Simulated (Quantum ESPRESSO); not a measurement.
# Mo4Se6O2: input and log of a self-consistent run

A calculation, not a measurement. The program is pw.x of Quantum ESPRESSO 7.5 (plane-wave density functional theory). The cell is made up: 12 atoms on a layered 2H lattice, with randomly drawn elements, strain and displacements, not relaxed. PseudoDojo standard norm-conserving files (v0.5 for PBE, v0.4.1 for LDA and PBEsol) set the functional; there is no spin polarisation, spin-orbit coupling or dispersion term, and the masses in the input are unused placeholders.

Input:

```
&control calculation='scf', pseudo_dir='./dojo.nc.sr.pbe.v0_5.standard.upf', outdir='./o', disk_io='low', tprnfor=.true., tstress=.true. /
&system ibrav=0, nat=12, ntyp=3, nbnd=88, ecutwfc=107.82251126, nosym=.true., tot_charge=0,
 occupations='smearing', smearing='fd', degauss=0.0018374661
/
&electrons conv_thr=7.350e-09, electron_maxstep=60, /
ATOMIC_SPECIES
Mo 1.0 Mo.upf
O 1.0 O.upf
Se 1.0 Se.upf
CELL_PARAMETERS angstrom
3.2556 -0.0133 0.0341
-0.023 5.5398 0.0013
0.1364 0.003 12.7847
ATOMIC_POSITIONS angstrom
Mo 0.0538 1.8715 3.2183
Mo 1.7715 0.8913 9.5618
Mo 1.6185 4.6366 3.2528
Mo 0.0681 3.7094 9.6464
Se 0.0449 1.8169 7.9467
Se 0.0986 1.8647 11.2335
Se 1.6146 0.8932 1.6111
O 1.6791 0.9479 4.7495
Se 1.6962 4.6068 7.9633
O 1.7393 4.6175 11.1663
Se 0.0038 3.6925 1.5785
Se 0.0042 3.7283 4.7938
K_POINTS automatic
9 6 4 1 1 1
```

The log is shortened where brackets say so; the opening notice, blank lines, dates and the lines on written files are dropped, and the path of the files is cut. It prints rydbergs, bohrs and kilobars, and counts compression as positive stress. With no partly filled state, the Fermi energy that it prints is only some level between the filled and the empty states on the mesh, and need not lie in the true gap.

```
     Program PWSCF v.7.5
     Parallel version (MPI & OpenMP), running on       4 processor cores
     Number of MPI processes:                 4
     Threads/MPI process:                     1
     [start-up lines left out]
     bravais-lattice index     =            0
     lattice parameter (alat)  =       6.1526  a.u.
     unit-cell volume          =    1555.8092 (a.u.)^3
     number of atoms/cell      =           12
     number of atomic types    =            3
     number of electrons       =       164.00
     number of Kohn-Sham states=           88
     kinetic-energy cutoff     =     107.8225  Ry
     charge density cutoff     =     431.2900  Ry
     scf convergence threshold =      7.3E-09
     mixing beta               =       0.7000
     number of iterations used =            8  plain     mixing
     Exchange-correlation= PBE
                           (   1   4   3   4   0   0   0)
     [axes and pseudopotential details left out]
   Cartesian axes
     site n.     atom                  positions (alat units)
         1        Mo     tau(   1) = (   0.0165243   0.5748193   0.9884803  )
         2        Mo     tau(   2) = (   0.5441049   0.2737571   2.9368460  )
         3        Mo     tau(   3) = (   0.4971120   1.4241022   0.9990768  )
         4        Mo     tau(   4) = (   0.0209165   1.1393186   2.9628303  )
         5        Se     tau(   5) = (   0.0137907   0.5580493   2.4407783  )
         6        Se     tau(   6) = (   0.0302844   0.5727307   3.4502980  )
         7        Se     tau(   7) = (   0.4959141   0.2743407   0.4948391  )
         8        O      tau(   8) = (   0.5157249   0.2911414   1.4587787  )
         9        Se     tau(   9) = (   0.5209770   1.4149493   2.4458769  )
        10        O      tau(  10) = (   0.5342149   1.4182357   3.4296579  )
        11        Se     tau(  11) = (   0.0011671   1.1341279   0.4848262  )
        12        Se     tau(  12) = (   0.0012900   1.1451236   1.4723851  )
     number of k points=   108  Fermi-Dirac smearing, width (Ry)=  0.0018
     Number of k-points >= 100: set verbosity='high' to print them.
     Dense  grid:   235349 G-vectors     FFT dimensions: (  45,  72, 160)
     Estimated max dynamical RAM per process >       1.48 GB
     Estimated total dynamical RAM >       5.73 GB
     Initial potential from superposition of free atoms
     starting charge     163.9938, renormalised to     164.0000
     Starting wfcs are  102 randomized atomic wfcs
     total cpu time spent up to now is       49.4 secs
     per-process dynamical memory:  1342.4 Mb
     Self-consistent Calculation
     iteration #  1     ecut=   107.82 Ry     beta= 0.70
     Davidson diagonalization with overlap
     ethr =  1.00E-02,  avg # of iterations =  2.0
     total cpu time spent up to now is      181.4 secs
     total energy              =   -2081.43658457 Ry
     estimated scf accuracy    <       3.18502932 Ry
     iteration #  2     ecut=   107.82 Ry     beta= 0.70
     Davidson diagonalization with overlap
     ethr =  1.94E-03,  avg # of iterations =  7.1
     total cpu time spent up to now is      391.6 secs
     total energy              =   -2077.77820292 Ry
     estimated scf accuracy    <      57.47821137 Ry
     iteration #  3     ecut=   107.82 Ry     beta= 0.70
     Davidson diagonalization with overlap
     ethr =  1.94E-03,  avg # of iterations =  8.8
     total cpu time spent up to now is      610.7 secs
     total energy              =   -2083.40131115 Ry
     estimated scf accuracy    <       0.56492680 Ry
     iteration #  4     ecut=   107.82 Ry     beta= 0.70
     Davidson diagonalization with overlap
     ethr =  3.44E-04,  avg # of iterations =  9.3
     total cpu time spent up to now is      769.6 secs
     total energy              =   -2083.40954302 Ry
     estimated scf accuracy    <       0.50990576 Ry
     iteration #  5     ecut=   107.82 Ry     beta= 0.70
     Davidson diagonalization with overlap
     ethr =  3.11E-04,  avg # of iterations =  2.3
     total cpu time spent up to now is      893.1 secs
     total energy              =   -2083.43774961 Ry
     estimated scf accuracy    <       0.13024210 Ry
     [iterations 6 to 16 left out]
     iteration # 17     ecut=   107.82 Ry     beta= 0.70
     Davidson diagonalization with overlap
     ethr =  1.44E-09,  avg # of iterations =  3.2
     total cpu time spent up to now is     3049.6 secs
     total energy              =   -2083.45317151 Ry
     estimated scf accuracy    <       0.00000044 Ry
     iteration # 18     ecut=   107.82 Ry     beta= 0.70
     Davidson diagonalization with overlap
     ethr =  2.66E-10,  avg # of iterations =  3.3
     total cpu time spent up to now is     3258.3 secs
     total energy              =   -2083.45317157 Ry
     estimated scf accuracy    <       0.00000013 Ry
     iteration # 19     ecut=   107.82 Ry     beta= 0.70
     Davidson diagonalization with overlap
     ethr =  7.73E-11,  avg # of iterations =  3.3
     total cpu time spent up to now is     3471.8 secs
     total energy              =   -2083.45317157 Ry
     estimated scf accuracy    <       0.00000006 Ry
     iteration # 20     ecut=   107.82 Ry     beta= 0.70
     Davidson diagonalization with overlap
     ethr =  3.37E-11,  avg # of iterations =  5.5
     total cpu time spent up to now is     3742.6 secs
     total energy              =   -2083.45317158 Ry
     estimated scf accuracy    <       0.00000004 Ry
     iteration # 21     ecut=   107.82 Ry     beta= 0.70
     Davidson diagonalization with overlap
     ethr =  2.60E-11,  avg # of iterations =  2.2
     total cpu time spent up to now is     3924.8 secs
     End of self-consistent calculation
     Number of k-points >= 100: set verbosity='high' to print the bands.
     the Fermi energy is    11.8917 ev
!    total energy              =   -2083.45317158 Ry
     estimated scf accuracy    <          4.9E-09 Ry
     smearing contrib. (-TS)   =      -0.00000000 Ry
     internal energy E=F+TS    =   -2083.45317158 Ry
     The total energy is F=E-TS. E is the sum of the following terms:
     one-electron contribution =   -1135.66871922 Ry
     hartree contribution      =     621.58530788 Ry
     xc contribution           =    -389.46806909 Ry
     ewald contribution        =   -1179.90169115 Ry
     convergence has been achieved in  21 iterations
     Forces acting on atoms (cartesian axes, Ry/au):
     atom    1 type  1   force =    -0.03780869   -0.09731213    0.11386993
     atom    2 type  1   force =    -0.05748205   -0.04817255    0.13319835
     atom    3 type  1   force =     0.01842260    0.07043940    0.03483971
     atom    4 type  1   force =     0.00016988    0.07413813    0.07578833
     atom    5 type  3   force =     0.04510598    0.03838827   -0.04492248
     atom    6 type  3   force =     0.00770099   -0.02574913    0.02049871
     atom    7 type  3   force =     0.02981876    0.03114534   -0.04246752
     atom    8 type  2   force =    -0.00107694   -0.00133872   -0.15115573
     atom    9 type  3   force =     0.00529955   -0.03376295   -0.02322125
     atom   10 type  2   force =    -0.00102678   -0.00513872   -0.16110230
     atom   11 type  3   force =     0.00274718    0.00258851   -0.03852184
     atom   12 type  3   force =    -0.01187048   -0.00522546    0.08319609
     Total force =     0.366669     Total SCF correction =     0.000332
     Computing stress (Cartesian axis) and pressure
          total   stress  (Ry/bohr**3)                   (kbar)     P=       -7.41
  -0.00016332   0.00006249  -0.00018385          -24.03        9.19      -27.05
   0.00006249   0.00001707  -0.00013681            9.19        2.51      -20.13
  -0.00018385  -0.00013681  -0.00000480          -27.05      -20.13       -0.71
     init_run     :     45.96s CPU     48.47s WALL (       1 calls)
     electrons    :   3770.75s CPU   3875.71s WALL (       1 calls)
     forces       :     27.45s CPU     27.88s WALL (       1 calls)
     stress       :     89.43s CPU     92.71s WALL (       1 calls)
     [timing details left out]
     PWSCF        :      1h 5m CPU      1h 7m WALL
     JOB DONE.
```

In other units: free energy -28346.824 eV for the cell, pressure -0.74 GPa, largest force component 4.142 eV/Å. This run is the check on a run of the same cell at a cutoff of 1170 eV and k mesh 7 x 4 x 2: rerunning at a cutoff of 1467 eV and k mesh 9 x 6 x 4 moved values by no more than 0.004 eV in energy, 0.02 GPa in stress and 0.003 eV/Å in force.